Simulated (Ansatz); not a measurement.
# HfMo₂: pressure against volume

A database entry relaxed whole under r2SCAN (Fd-3m):

```
Hf Mo
1.0
     0.00000    3.77536    3.77536
     3.77536    0.00000    3.77536
     3.77536    3.77536    0.00000
Hf Mo
2 4
Direct
  0.00000 0.00000 0.00000
  0.25000 0.25000 0.25000
  0.62500 0.62500 0.62500
  0.12500 0.62500 0.62500
  0.62500 0.62500 0.12500
  0.62500 0.12500 0.62500
```

The cell was scaled uniformly, its shape held, and the atoms relaxed at each volume with plane-wave PAW DFT (Ansatz 0.2.0; r2SCAN, 500 eV, 8×8×8 Γ-centred mesh, fermi-dirac occupations of width 0.100 eV; no spin, no spin-orbit coupling). One row is withheld.

```tsv
volume (Å³/atom)	energy over the lowest (meV/atom)	pressure (GPa)
16.861	43.3	14.06
17.220	18.0	8.81
17.578	3.9	4.06
17.937	0.0	-0.25
18.296	?	?
18.655	18.9	-7.69
19.013	40.0	-10.89
```

Task: Fit the pressures of the other rows to the third-order Birch-Murnaghan form.

Result: With f = [(V₀/V)^(2/3) − 1]/2 and P = 3B₀f(1 + 2f)^(5/2)[1 + 3(B₀′ − 4)f/2], least squares gives V₀ = 17.92 Å³ an atom, B₀ = 206 GPa and B₀′ = 3.9; the rows miss the fit by less than 0.01 GPa. The slope of the energies differs from these pressures by 0.12 GPa, since they are taken to zero smearing while pressures follow the free energy.

Task: What does the withheld row hold?

Result: The fit gives -4.15 GPa at 18.296 Å³; the run gave -4.15 GPa and 5.3 meV an atom.

Caveats: the shape of the cell was held; 0 K, fixed nuclei; the symmetry was kept, and this need not be the phase that is stable at 0 K; one mesh for all volumes; pressure is positive in compression.
